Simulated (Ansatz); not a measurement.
MgTe:
Space group Pm-3m (No. 221); a = b = c = 3.634 Å, α = β = γ = 90.00°

```
atom  site  symmetry       x       y       z
----  ----  --------  ------  ------  ------
Mg      1a      m-3m  0.0000  0.0000  0.0000
Te      1b      m-3m  0.5000  0.5000  0.5000
```

Relaxed with LDA.

Question: Decompose the optical modes at the zone centre into irreducible representations, and say which are infrared and Raman allowed.

Answer: Point group m-3m: Γ_opt = T1u. Infrared: T1u. Raman: none.

Question: Assign frequencies (DFPT, LDA in the plane-wave PAW code Ansatz).

Answer: T1u 82 cm⁻¹.

The cell is a constructed one: a structure type filled with these elements; neither database checked (COD, Materials Project) lists it. COD files the formula under space group No. 186, so this cell is another polymorph or a model. Whether it is the stable phase at ambient conditions was not checked. The cell was relaxed with LDA under the symmetry of its start. At this level the phase is dynamically unstable (imaginary phonons). As this level gives no gap, phonon frequencies hold no LO–TO term and depend on the k-mesh and smearing (Fermi–Dirac, 0.1 eV here). Spin–orbit coupling is left out wherever it is not named.

Potentials: the later of the program's two PAW sets.
